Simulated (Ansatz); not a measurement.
Method: Ansatz 0.2.0, DFT PBE, scalar-relativistic, plane waves, PAW. Settings: cutoff 420 eV, Γ-centred meshes spaced at most about 0.3 Å⁻¹, and about 0.25 Å⁻¹ or finer for metals (2π included), Gaussian smearing. No spin polarisation in the final relaxations.

All energies are static (0 K, no zero-point motion).

Two forms of Be6Tl were relaxed alike.

A.

Space group Cm (No. 8). a = 10.919 Å, b = 4.162 Å, c = 3.659 Å, α = 90.00°, β = 104.03°, γ = 90.00°
```tsv
atom	site	symmetry	x	y	z
Be	2a	m	0.9043	0.5000	0.3474
Be	2a	m	0.6163	0.0000	0.3803
Be	2a	m	0.8051	0.0000	0.4704
Be	2a	m	0.7184	0.5000	0.4271
Be	4b	1	0.7310	0.2463	0.9370
Tl	2a	m	0.9936	0.0000	0.0009
```

B.

Space group Pm-3m (No. 221). a = 5.082 Å, b = 5.082 Å, c = 5.082 Å, α = 90.00°, β = 90.00°, γ = 90.00°
| atom | site | symmetry | x | y | z |
| --- | --- | --- | --- | --- | --- |
| Be | 6f | 4m.m | 0.1999 | 0.5000 | 0.5000 |
| Tl | 1a | m-3m | 0.0000 | 0.0000 | 0.0000 |

Task: Which is lower in energy, and by how much?

Result: A is lower, by 0.83 eV/atom. A has space group Cm (No. 8), 11.5 Å³/atom and no gap on its mesh; B has space group Pm-3m (No. 221), 18.7 Å³/atom and no gap. Counting all near atoms (those within 1.25 times the shortest distance at each site; a plus sign parts nearer from farther groups; a slash parts the counts of unlike sites), A has Be 6/1+7/9/10, Tl 11 and B has Be 5, Tl 24. The denser one is the lower, and pressure would at first widen the difference. Even the lower one lies +0.35 eV/atom against the reference forms of the elements (uncorrected), so neither is stable at this level. In A, around Be on a site of symmetry m lie 1 Be at 2.12 Å, 5 Be at 2.29–2.44 Å, 2 Tl at 2.74 Å and 2 Tl at 3.14 Å; Be on a second site of symmetry m is surrounded by 1 Be at 2.01 Å, 5 Be at 2.29–2.35 Å, 2 Be at 2.50 Å and 2 Tl at 2.67 Å; Tl has 13 Be at 2.46–3.14 Å; 3 more sites not described. In B, Be is surrounded by 1 Be at 2.03 Å, 4 Be at 2.16 Å, 1 Be at 3.05 Å and 4 Tl at 3.73 Å; Tl is surrounded by 24 Be at 3.73 Å (long against the sum of covalent radii). Both come from invented guesses.

These runs have no spin–orbit coupling, which can matter for Tl. Tl stands nearly free of neighbours here, and without spin polarisation the energy of such atoms comes out too high. Cells relaxed within their symmetry can be saddle points.
